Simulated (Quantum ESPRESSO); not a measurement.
# Kohn-Sham bands of Rb2Te (anti-fluorite)

```
CELL_PARAMETERS angstrom
      0.00000     4.28111     4.28111
      4.28111     0.00000     4.28111
      4.28111     4.28111     0.00000
ATOMIC_POSITIONS crystal
  Rb 0.25000 0.25000 0.25000
  Rb 0.75000 0.75000 0.75000
  Te 0.00000 0.00000 0.00000
```

Cell from Materials Project (mp-441), symmetrised, no further relaxation. Not found in the COD (Crystallography Open Database) copy used; not checked further. Method: PBEsol plane waves in Quantum ESPRESSO 7.5 (PseudoDojo norm-conserving files, 64 Ry, spinors with spin-orbit coupling), Bloch states on a 6×6×6 mesh through Γ, Wannier90 4.0.1. Density: 6×6×6 mesh, cold smearing 0.01 Ry.

Problem. List the Kohn-Sham levels between −8 and 4.6 eV relative to the valence-band maximum at the high-symmetry points, as a band run of pw.x on that density gives them (levels within 2 meV counted together).

Solution. 
| point | k (reciprocal lattice) | levels (eV) |
|---|---|---|
| Γ | 0.000 0.000 0.000 | -0.82 (×2), -0.19 (×4), 1.64 (×2), 4.16 (×4) |
| X | 0.500 0.000 0.500 | -1.07 (×2), -0.30 (×2), 0.00 (×2), 2.77 (×2), 3.73 (×2) |
| U | 0.625 0.250 0.625 | -0.94 (×2), -0.38 (×2), -0.09 (×2), 2.95 (×2), 3.97 (×2) |
| K | 0.375 0.375 0.750 | -0.94 (×2), -0.38 (×2), -0.09 (×2), 2.95 (×2), 3.97 (×2) |
| L | 0.500 0.500 0.500 | -0.94 (×2), -0.36 (×2), -0.05 (×2), 3.52 (×2), 3.88 (×2), 4.46 (×2), 4.49 (×2) |
| W | 0.500 0.250 0.750 | -0.90 (×2), -0.42 (×2), -0.11 (×2), 2.94 (×2), 4.29 (×2), 4.37 (×2) |
